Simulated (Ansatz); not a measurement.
An Ansatz (a quantum-chemistry and plane-wave program) run. Input:

Ansatz 0.2 input:
```yaml
crystal:
  lattice:
    - [3.2885472586, 0.0, 0.0]
    - [-1.6442736293, 2.8479654675, 0.0]
    - [0.0, 0.0, 15.0502653696]
  atoms:
    - { symbol: Sc, position: [0.6666666667, 0.3333333333, 0.9176811906] }
    - { symbol: Sc, position: [0.3333333333, 0.6666666667, 0.0823188094] }
    - { symbol: Sc, position: [0.3333333333, 0.6666666667, 0.4176811906] }
    - { symbol: Sc, position: [0.6666666667, 0.3333333333, 0.5823188094] }
    - { symbol: Al, position: [0.3333333333, 0.6666666667, 0.75] }
    - { symbol: Al, position: [0.6666666667, 0.3333333333, 0.25] }
    - { symbol: C, position: [0.0, 0.0, 0.0] }
    - { symbol: C, position: [0.0, 0.0, 0.5] }
kpoints:
  mp_grid: { grid: [30, 30, 6] }
hamiltonian:
  xc: r2scan
  pseudopotentials: { kind: paw }
scf:
  occupations: { method: fermi_dirac, width: 0.1 }
elastic: { mode: relaxed_ion, stencil: two_point, amplitude: 0.005, f_tol: 0.0005 }
```

Output (shortened):

```
Pseudopotentials: kind: paw
Pseudopotential: Sc, paw, valence charge 11
Pseudopotential: Al, paw, valence charge 3
Pseudopotential: C, paw, valence charge 4
Functional definition: r2SCAN
Crystal: 8 atoms, lattice volume = 140.956 Å³
Basis set: ecut = 500 eV, 3481 PW (Γ), exchange–correlation on 100×100×480 points (64 copies of the dense FFT grid, shifted against one another)
Bands: 37, of which v1, the nominal top of the filled ones, is band 29 counted from 1 (28 counted from 0)
Symmetry: 24 space group operations
Space group: P63/mmc (ITA 194), of the structure as read, at distance tolerance 5.2e-5 Å
k-points: 364 of 5400
PAW frozen core: Sc, regenerated for the run's functional
PAW frozen core: Al, regenerated for the run's functional
PAW frozen core: C, regenerated for the run's functional
Initial wavefunctions: pseudopotential atomic-orbital guess
Eigensolver: davidson
Functional: x = r2scan, c = r2scan; τ floored in thin density (d = 2e-4 eV/Å³)
all-band conjugate gradients solve this SCF's bands
the search or the solves at the SCF's close seem to have found levels that the self-consistency loop had missed (the run counts 2) …
SCF 1 converged in 14 iterations: F = -10150.846494 eV  dr2 = 4.14e-14
relax step   1: F+E_penalty+E_count = -10150.84649366 eV  Δ(F+E_penalty+E_count) = +0.000e0 eV  max|allowed force component| = 5.332e-3 eV/Å  Δτ_max = 0.0000 Å  (14 SCF iters, accepted)
Crystal: 8 atoms, lattice volume = 140.956 Å³
Initial density: handed on by an earlier stage of this run
Initial wavefunctions: pseudopotential atomic-orbital guess (no wavefunctions were taken with the density)
SCF 2 converged in 13 iterations: F = -10150.846492 eV  dr2 = 1.01e-14
relax step   2: F+E_penalty+E_count = -10150.84649179 eV  Δ(F+E_penalty+E_count) = +1.871e-6 eV  max|allowed force component| = 6.984e-3 eV/Å  Δτ_max = 0.0006 Å  (13 SCF iters, rejected (line search))
density extrapolation: transplant  |δρ|_rms = 3.328e-2 e/Å³  SAD shift = 5.420e-4 e/Å³
Crystal: 8 atoms, lattice volume = 140.956 Å³
Initial wavefunctions: those handed on with the density
SCF 3 converged in 10 iterations: F = -10150.846496 eV  dr2 = 9.60e-15
relax step   3: F+E_penalty+E_count = -10150.84649628 eV  Δ(F+E_penalty+E_count) = -2.616e-6 eV  max|allowed force component| = 6.482e-7 eV/Å  Δτ_max = 0.0002 Å  (10 SCF iters, accepted)
[...]
SCF 25 converged in 10 iterations: F = -10150.845943 eV  dr2 = 6.93e-14
relax step   3: F+E_penalty+E_count = -10150.84594257 eV  Δ(F+E_penalty+E_count) = -1.443e-4 eV  max|allowed force component| = 7.215e-4 eV/Å  Δτ_max = 0.0031 Å  (10 SCF iters, accepted)
density extrapolation: transplant  |δρ|_rms = 3.327e-2 e/Å³  SAD shift = 8.280e-5 e/Å³
Crystal: 8 atoms, lattice volume = 140.955 Å³
SCF 26 converged in 8 iterations: F = -10150.845943 eV  dr2 = 8.08e-14
relax step   4: F+E_penalty+E_count = -10150.84594265 eV  Δ(F+E_penalty+E_count) = -7.307e-8 eV  max|allowed force component| = 5.639e-5 eV/Å  Δτ_max = 0.0001 Å  (8 SCF iters, accepted)
Crystal: 8 atoms, lattice volume = 140.955 Å³
SCF 27 converged in 2 iterations: F = -10150.845943 eV  dr2 = 1.88e-14
Crystal: 8 atoms, lattice volume = 140.955 Å³
SCF 28 converged in 12 iterations: F = -10150.845621 eV  dr2 = 1.18e-14
relax step   1: F+E_penalty+E_count = -10150.84562058 eV  Δ(F+E_penalty+E_count) = +0.000e0 eV  max|allowed force component| = 3.468e-2 eV/Å  Δτ_max = 0.0000 Å  (12 SCF iters, accepted)
density extrapolation: transplant  |δρ|_rms = 3.327e-2 e/Å³  SAD shift = 7.789e-3 e/Å³
Crystal: 8 atoms, lattice volume = 140.955 Å³
SCF 29 converged in 11 iterations: F = -10150.845942 eV  dr2 = 7.60e-15
relax step   2: F+E_penalty+E_count = -10150.84594221 eV  Δ(F+E_penalty+E_count) = -3.216e-4 eV  max|allowed force component| = 2.659e-3 eV/Å  Δτ_max = 0.0047 Å  (11 SCF iters, accepted)
density extrapolation: transplant  |δρ|_rms = 3.327e-2 e/Å³  SAD shift = 2.191e-4 e/Å³
Crystal: 8 atoms, lattice volume = 140.955 Å³
SCF 30 converged in 11 iterations: F = -10150.845943 eV  dr2 = 2.18e-15
relax step   3: F+E_penalty+E_count = -10150.84594254 eV  Δ(F+E_penalty+E_count) = -3.307e-7 eV  max|allowed force component| = 9.739e-4 eV/Å  Δτ_max = 0.0002 Å  (11 SCF iters, accepted)
density extrapolation: transplant  |δρ|_rms = 3.327e-2 e/Å³  SAD shift = 1.097e-4 e/Å³
Crystal: 8 atoms, lattice volume = 140.955 Å³
SCF 31 converged in 10 iterations: F = -10150.845943 eV  dr2 = 2.37e-15
relax step   4: F+E_penalty+E_count = -10150.84594264 eV  Δ(F+E_penalty+E_count) = -9.728e-8 eV  max|allowed force component| = 4.895e-4 eV/Å  Δτ_max = 0.0001 Å  (10 SCF iters, accepted)
Crystal: 8 atoms, lattice volume = 140.955 Å³
SCF 32 converged in 2 iterations: F = -10150.845943 eV  dr2 = 1.52e-15
SCF converged after 2 iterations
Stability not checked: this state was not tested for a lower state beside it, because too few of the mixer's solves of this state at the end of the SCF gave a …
Free energy (F): -10150.846496 eV
Harris-Foulkes:  -10150.846496 eV  (|F-HF|=5.46e-12)
Internal energy: -10150.730869 eV  (E = F + TS)
E sigma→0 (E₀):  -10150.788682 eV
Entropy (-TS):   -0.115628 eV (-14.453 meV/atom)
Fermi energy:    8.714107 eV
--- Per-component energies (eV) ---
  E_band       = -669.300317
  E_kinetic    = 1267.671870
  E_local      = -5147.352350  (includes V_loc(G=0)·N_el)
  E_nonlocal   = 393.682302
  E_hartree    = 2017.195959
  E_xc         = -571.243729
  E_vxc        = -761.846273  (∫ρ·V_xc dr)
  E_paw        = -5001.341694  (= ΣΔE_a)
  E_vpaw       = -502.065901  (= ΣTr[D̂ρ^β])
  E_aug_tail   = 0.000026  (compensation charges beyond the density's cutoff)
  E_vtau       = 46.218096  (kinetic-family band-sum trace: ∫τ·v_τ [+ j·A + Jᵃ·Aᵃ] dr)
  E_ewald      = -3108.219523
  E_core_change = -1.123731  (= ΣΔE_core)
  E_smearing   = -0.115628  (= −TS)
  E_closure    = 0.000000  (closes the sum)
  Σ components = -10150.846496   (vs F -10150.846496, Δ=0.00e0)
--- Forces (eV/Å), atoms counted from 1 ---
  atom   1  Sc     0.00000000     0.00000000     0.00000068
  atom   2  Sc     0.00000000     0.00000000    -0.00000068
  atom   3  Sc     0.00000000     0.00000000     0.00000068
  atom   4  Sc     0.00000000     0.00000000    -0.00000068
  atom   5  Al     0.00000000     0.00000000     0.00000000
  atom   6  Al     0.00000000     0.00000000     0.00000000
  atom   7  C      0.00000000     0.00000000     0.00000000
  atom   8  C      0.00000000     0.00000000     0.00000000
  max |Σ_I F_I| component: 3.70e-17 eV/Å
--- Stress (GPa, compression-positive) ---
        0.081065       0.000000       0.000000
        0.000000       0.081065       0.000000
        0.000000       0.000000      -0.180323
  P = ⅓ Tr σ = -0.0061 GPa (-0.061 kbar)
  The stress holds the Pulay correction. Without it, at fixed plane waves, as pw.x and ABINIT print it: P = -0.0599 GPa
  The stress includes an estimate of the error left by incomplete SCF convergence (largest component 0.0000 GPa).
--- Band table (eV; the first three rows and the last of 364) ---
  k-point 0: bands = ["-42.0369", "-42.0369", "-41.9806", "-41.9806", "-19.8957", "-19.8939", "-19.5523", "-19.5503", "-19.5357", "-19.5357", "-19.5357", "-19.5357", "-19.4959", "-19.4959", "-19.4959", "-19.4959", "-1.7501", "-1.6990", "1.2970", "1.5781", …
  k-point 1: bands = ["-42.0369", "-42.0369", "-41.9806", "-41.9806", "-19.8956", "-19.8940", "-19.5521", "-19.5504", "-19.5357", "-19.5357", "-19.5357", "-19.5357", "-19.4959", "-19.4959", "-19.4959", "-19.4959", "-1.7468", "-1.7025", "1.3141", "1.5571", …
  k-point 2: bands = ["-42.0369", "-42.0369", "-41.9806", "-41.9806", "-19.8953", "-19.8943", "-19.5518", "-19.5508", "-19.5357", "-19.5357", "-19.5357", "-19.5357", "-19.4959", "-19.4959", "-19.4959", "-19.4959", "-1.7377", "-1.7121", "1.3618", "1.5016", …
  k-point 363: bands = ["-41.9637", "-41.9637", "-41.9637", "-41.9637", "-19.8353", "-19.8353", "-19.8017", "-19.8017", "-19.8015", "-19.8015", "-19.6878", "-19.6878", "-19.5808", "-19.5808", "-19.5802", "-19.5802", "-0.4964", "-0.4964", "6.1367", "6.1367", …
  band table: 37 of 37 bands, residual norms ≤ 1.0e-3 eV
--- Elastic constants: 3 strain directions × 2 members + reference (group order 24) ---
  dense FFT box of the reference and of every strained cell: 25×25×120
  strains applied: 11, 33, 23; error gains …
  reference relaxed by the batch: 3 steps …
  largest displacement 2.5e-4 Å; the constants are those of the deck's cell at these positions:
  atoms:
    - { symbol: Sc, position: [0.6666666666666666, 0.3333333333333333, 0.9176974882951069] }
    - { symbol: Sc, position: [0.3333333333333333, 0.6666666666666666, 0.0823025117048928] }
    - { symbol: Sc, position: [0.3333333333333333, 0.6666666666666666, 0.41769748829510706] }
    - { symbol: Sc, position: [0.6666666666666666, 0.3333333333333333, 0.5823025117048928] }
    - { symbol: Al, position: [0.3333333333333333, 0.6666666666666666, 0.7499999999999999] }
    - { symbol: Al, position: [0.6666666666666666, 0.3333333333333333, 0.24999999999999994] }
    - { symbol: C, position: [0.0, 0.0, 0.0] }
    - { symbol: C, position: [0.0, 0.0, 0.4999999999999999] }
  C = ∂σ_k/∂η_j (tension-positive GPa; Voigt order 11 22 33 23 13 12):
       182.840     60.043     32.722      0.000      0.000      0.000
        60.043    182.840     32.722      0.000      0.000      0.000
        32.435     32.435    201.610      0.000      0.000      0.000
         0.000      0.000      0.000     50.344      0.000      0.000
         0.000      0.000      0.000      0.000     50.344      0.000
         0.000      0.000      0.000      0.000      0.000     61.398
  reference stress σ⁰ (GPa):     -0.081     -0.081      0.180      0.000      0.000      0.000
  moduli (Voigt/Reuss/Hill, GPa): K = 90.85/90.82/90.84   G = 61.89/59.57/60.73   E = 148.99   ν = 0.227
  mechanically stable: yes (min eigenvalue of sym C = 50.34 GPa)
  strain η (Voigt 11):  stress-route row diagonal C_11 = 182.84 GPa, energy-path curvature d²(F+E_count+ΔE)/dδ²/Ω₀ = 182.83 GPa
         δ    σ_11 (GPa)             F (eV)   n_scf  n_hpsi   n_pw
    -5.000e-3      -1.0074      -10150.8441117       2  304585   3626   relax 4 steps, max|allowed force component| 1.09e-4 eV/Å
     5.000e-3       0.8210      -10150.8448590       2  305166   3660   relax 3 steps, max|allowed force component| 1.47e-4 eV/Å
  strain η (Voigt 33):  stress-route row diagonal C_33 = 201.61 GPa, energy-path curvature d²(F+E_count+ΔE)/dδ²/Ω₀ = 201.63 GPa
         δ    σ_33 (GPa)             F (eV)   n_scf  n_hpsi   n_pw
    -5.000e-3      -0.8397      -10150.8450540       2  115558   3630   relax 3 steps, max|allowed force component| 1.37e-6 eV/Å
     5.000e-3       1.1764      -10150.8435026       2  114933   3652   relax 3 steps, max|allowed force component| 2.21e-6 eV/Å
  strain η (Voigt 23):  stress-route row diagonal C_44 = 50.34 GPa, energy-path curvature d²(F+E_count+ΔE)/dδ²/Ω₀ = 50.34 GPa
         δ    σ_23 (GPa)             F (eV)   n_scf  n_hpsi   n_pw
    -5.000e-3      -0.2517      -10150.8459426       2  450730   3636   relax 4 steps, max|allowed force component| 5.64e-5 eV/Å
     5.000e-3       0.2517      -10150.8459426       2  446751   3636   relax 4 steps, max|allowed force component| 4.90e-4 eV/Å
```

Cost: roughly 3 core-hours on shared cores.

Space group P6_3/mmc. The workflow started from a Materials Project entry (that database holds measured and hypothetical structures alike); the Crystallography Open Database copy checked does not list it. Whether it is the stable phase at ambient conditions was not checked. The r²SCAN relaxation kept the symmetry of its start; of distortions, only those at the zone centre were tested. The run is not spin-polarised. As this level gives no gap, shear constants depend on the k-mesh and smearing (Fermi–Dirac, 0.1 eV here).

Potentials: the later of the program's two PAW sets.

Ansatz is a plane-wave DFT program.
